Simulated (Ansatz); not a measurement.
## Kick test of a cell of Si₃Ge

The structure comes from a proposed guess, relaxed at this level; another structure or a mixture of phases may lie lower.

The calculation used DFT PBE, scalar-relativistic, plane waves, PAW in Ansatz. Plane waves to 420 eV, a k mesh through Γ of 10×10×10 on the computed 8-atom cell and Gaussian smearing (0.02 eV); no spin polarisation.

The cell below (8 atoms, space group I-42d (No. 122)) is relaxed within its symmetry.

```
Si Ge
1.0
    -2.76618    2.76618    5.53357
     2.76618   -2.76618    5.53357
     2.76618    2.76618   -5.53357
Si Ge
6 2
Direct
  0.50000 0.50000 0.00000
  0.61682 0.62500 0.49182
  0.13318 0.12500 0.50818
  0.25000 0.75000 0.50000
  0.87500 0.38318 0.00818
  0.37500 0.86682 0.99182
  0.00000 0.00000 0.00000
  0.75000 0.25000 0.50000
```

For the test it was strained at random (σ = 1.5 % a component), the atoms were moved at random (σ = 0.15 Å), and all was relaxed again on a coarse 4×4×4 mesh (in the run’s order of axes) with 0.10 eV smearing, with no symmetry imposed.

Question: Is the structure stable against such a distortion?

Answer: It returns, within 1 meV/atom of the unmoved cell on that mesh and with the same symmetry when read at 0.1 Å. So it is stable against the distortions that fit this cell and that this random move excites. Modes that don't fit the cell aren't tested.
